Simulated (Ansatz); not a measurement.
RbTcO₄ in space group I4_1/a (No. 88; Rb on 4a, Tc on 4b, O on 16f), the program Ansatz at the LDA level (PAW). The conduction-band minimum lies at Γ, with 1 equivalent valley. Second derivatives d²E/dk² of the lowest band at one valley (eV·Å²), along Cartesian directions:

```csv
direction,d²E/dk²
[100],4.906
[010],4.906
[001],1.391
[110],4.906
[101],3.149
[011],3.149
```

Q: Find the principal effective masses, the density-of-states mass and the conductivity mass.

A: Off-diagonal terms follow from H_xy = H[110] − (H_xx + H_yy)/2, and m*/mₑ = 7.620 eV·Å² over each eigenvalue: 1.6, 1.6, 5.5. One valley's DOS mass (m₁m₂m₃)^(1/3) = 2.4, conductivity mass 3/(Σ 1/mᵢ) = 2.0 mₑ.

Q: What effective density of states Nc follows at 300 K for parabolic valleys?

A: Nc = 2.509e19 × 1 × (2.4)^(3/2) ≈ 9.3e19 cm⁻³.

The first step of the workflow began from a Materials Project structure, measured or hypothetical; the Crystallography Open Database copy checked does not list it. Whether it is the stable phase at ambient conditions was not checked. Symmetry was held in the LDA relaxation; whether a distortion lowers the energy is not shown. No spin polarisation was allowed. Spin–orbit coupling is left out wherever it is not named.

Potentials: the later of the program's two PAW sets.

Edges and masses are those of Kohn–Sham bands, whose gap is no quasiparticle gap.
